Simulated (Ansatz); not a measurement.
Nb$_{3}$Ir:
```
CELL_PARAMETERS angstrom
      4.08864     0.00000     0.00000
      0.00000     4.08864     0.00000
      0.00000     0.00000     4.08864
ATOMIC_POSITIONS crystal
  Nb 0.00000 0.50000 0.50000
  Nb 0.50000 0.50000 0.00000
  Nb 0.50000 0.00000 0.50000
  Ir 0.00000 0.00000 0.00000
```

Relaxed with r²SCAN. Special points in fractions of this cell's reciprocal vectors: Γ (0.000, 0.000, 0.000); X (0.000, 0.500, 0.000); M (0.500, 0.500, 0.000); R (0.500, 0.500, 0.500).

Problem. List the band energies nearest the Fermi level at these points for the program Ansatz at the r²SCAN level (PAW).

Solution. In eV from the Fermi level; about four levels below and three above (degenerate sets whole), none deeper than 8.9 eV; points with the same levels are listed once.

| k | below | above |
|---|---|---|
| Γ | -4.61 -4.61 -4.61 -0.84 -0.84 -0.84 | 1.55 1.55 3.59 3.59 3.59 |
| X | -2.31 -1.79 -1.57 -1.57 | 0.85 0.95 0.95 |
| M | -1.45 -1.33 -1.21 -1.21 | 1.35 1.35 1.58 1.58 |
| R | -1.10 -1.10 -1.10 -0.02 -0.02 -0.02 | 1.00 1.00 1.00 |

Space group Pm-3m (Cu3Au type). The cell is a constructed one: a structure type filled with these elements; neither database checked (COD, Materials Project) lists it. COD files the formula under space group No. 223. Whether it is the stable phase at ambient conditions was not checked. Symmetry was held in the r²SCAN relaxation. At this level the phase is mechanically unstable. No spin polarisation was allowed. Spin–orbit coupling is left out wherever it is not named.

Potentials: the earlier of the program's two PAW sets.
